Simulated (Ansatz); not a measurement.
Input:

BaSrTi2O6:
```cif
data_BaO6SrTi2
_chemical_formula_sum 'Sr1 Ti2 O6 Ba1'
_space_group_name_H-M_alt 'P 1'
_space_group_IT_number 1
_cell_length_a 5.58959
_cell_length_b 5.58959
_cell_length_c 5.58959
_cell_angle_alpha 60.000
_cell_angle_beta 60.000
_cell_angle_gamma 60.000
loop_
_space_group_symop_operation_xyz
  'x, y, z'
loop_
_atom_site_label
_atom_site_type_symbol
_atom_site_fract_x
_atom_site_fract_y
_atom_site_fract_z
_atom_site_occupancy
Sr1 Sr 0.00000 0.00000 0.00000 1
Ti1 Ti 0.25000 0.25000 0.25000 1
O1 O 0.00000 0.00000 0.50000 1
O2 O 0.00000 0.50000 0.00000 1
O3 O 0.50000 0.00000 0.00000 1
Ba1 Ba 0.50000 0.50000 0.50000 1
Ti2 Ti 0.75000 0.75000 0.75000 1
O4 O 0.50000 0.50000 0.00000 1
O5 O 0.50000 0.00000 0.50000 1
O6 O 0.00000 0.50000 0.50000 1
```

This is the r²SCAN-relaxed structure.

### Question
All from plane-wave PAW r²SCAN (Ansatz code), unless another level is named. Predict the electron effective mass with spin–orbit coupling, band 2 of 2 at the edge.

### Answer
0.42 along [100], 0.50 along [110], 0.57 along [111] (mₑ).

### Question
And the electron effective mass, band 1 of 3 at the edge?

### Answer
7.4 along [100], 0.94 along [110], 0.73 along [111] (mₑ).

### Question
Predict the electron effective mass with spin–orbit coupling, band 1 of 2 at the edge.

### Answer
1.2 along [100], 0.81 along [110], 0.67 along [111] (mₑ).

### Question
Next, the weight of the valence-edge state by species (Voronoi cells)?

### Answer
O 98 %.

Space group Fm-3m. The start of the workflow was typed in or built on a structure type; neither database checked (COD, Materials Project) lists it. Its standing as an ambient phase is unchecked. Symmetry was held in the r²SCAN relaxation; its stability against distortions is not shown here. The workflow began spin-polarised and lost its moments. Scalar-relativistic: spin–orbit coupling is off unless named, which matters more the heavier the elements.

Potentials: the later of the program's two PAW sets.

Edges and masses are those of Kohn–Sham bands, whose gap is no quasiparticle gap.
